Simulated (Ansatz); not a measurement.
CoCl₃ in the ReO3-type structure

Method: PBE+U (U_eff = 3.3 eV on Co 3d), scalar-relativistic; collinear spin; PAW, 420 eV, Γ-centred 6×6×6 mesh, 0.05 eV Gaussian smearing; code Ansatz; PAW files: Ansatz's generated set soft_2.

```
Co Cl
1.0
     4.77900    0.00000    0.00000
     0.00000    4.77900    0.00000
     0.00000    0.00000    4.77900
Co Cl
1 3
Cartesian
  0.0000 0.0000 0.0000
  2.3895 0.0000 0.0000
  0.0000 0.0000 2.3895
  0.0000 2.3895 0.0000
```

The start was a prototype's sites filled with these elements, not a measured cell. The ideal cubic cell shuts out tilts of the octahedra, which such structures often take.

Magnetic state: ferromagnetic, site spin moments Co 2.44; Cl -0.10 μB.

The geometry was relaxed with PBE+U and stays fixed; the gap of the first row includes a band path, the others are on their meshes. A negative pressure means that the level wants a smaller cell.

| level | k-mesh | gap (eV) | P (GPa) | largest spin moment (μB) |
| --- | --- | --- | --- | --- |
| PBE+U (U_eff = 3.3 eV on Co 3d) | 6×6×6 | metal | 0.0 | 2.44 |
| PBE+U (U_eff = 2 eV on Co 3d) | 6×6×6 | metal | -1.0 | 2.30 |

(1) Give the gap, the largest spin moment and the pressure for PBE+U (U_eff = 7 eV on Co 3d) (6×6×6).

Answer:

(1) Gap zero (metallic), pressure 2.4 GPa, largest spin moment 2.66 μB.

**Why the levels differ.**

To first order a pressure P at this geometry moves the equilibrium volume by ΔV/V ≈ P/B0, with B0 = 32 GPa from PBE+U's equation of state: PBE+U (U_eff = 2 eV on Co 3d) −1.00/31.6 = −3.2 %, about 26.4 Å³/atom; PBE+U (U_eff = 7 eV on Co 3d) 2.37/31.6 = +7.5 %, about 29.3 Å³/atom (from 27.29). These are estimates, not relaxations.

From U = 2 to 7 eV on Co the pressure goes from -1.0 to 2.4 GPa, the crystal stays metallic, and the largest spin moment goes from 2.30 to 2.66 μB. A larger U localises the open shell and takes it out of the bonding, so the cell wants to grow.

Open d and f shells can converge to several self-consistent states; this is the one that the run reached.

Pressures are a third of the stress tensor's trace.
